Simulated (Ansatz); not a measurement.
**How far is PAW off for SiPb?**

```
CELL_PARAMETERS angstrom
0.00000 2.93077 2.93077
2.93077 0.00000 2.93077
2.93077 2.93077 0.00000
ATOMIC_POSITIONS crystal
Pb 0.00000 0.00000 0.00000
Si 0.50000 0.50000 0.50000
```

Atoms are numbered in the order listed.

The structure comes from a relaxation in the same program, started in the rocksalt type, and has space group Fm-3m. Whether it is a known phase or the ground state wasn't checked.

Spin–orbit coupling is left out, though it moves levels of the heavy atoms by tenths of an eV or more.

Methods: DFT, PBE, PAW with Ansatz's default frozen-core files, scalar-relativistic (Ansatz 0.2.0); DFT, PBE, all-electron PAW with datasets made for the crystal, scalar-relativistic (Ansatz 0.2.0); DFT, PBE, all-electron LAPW, scalar-relativistic (Ansatz 0.2.0).

For PAW: a Γ-centred 13×13×13 k mesh, Fermi–Dirac smearing of 0.05 eV, cutoff 420 eV, no spin polarisation. The crystal-made all-electron datasets (AE datasets) take a cutoff of 260 eV at this cell. LAPW targets a basis error of 0.25 meV/atom. The Ansatz runs share mesh, smearing and spin set-up. Plane-wave (PAW) pressures include the program's estimate of the Pulay term.

Stress and pressure are positive in compression.

Levels count from the Fermi level.

| quantity | PAW | AE datasets | LAPW |
| --- | --- | --- | --- |
| pressure (GPa) | -0.01 | 0.00 | 0.00 |
| highest filled level at U (eV) | -0.900 | -0.900 | -0.900 |
| lowest empty level at U (eV) | 4.891 | 4.892 | 4.892 |
| highest filled level at W (eV) | -3.727 | -3.727 | -3.727 |
| lowest empty level at W (eV) | 1.918 | 1.917 | 1.917 |
| highest filled level at X (eV) | -2.172 | -2.172 | -2.172 |
| lowest empty level at X (eV) | 3.182 | 3.182 | 3.183 |

PAW's pressure differs from the LAPW value by about 0.01 GPa or less.
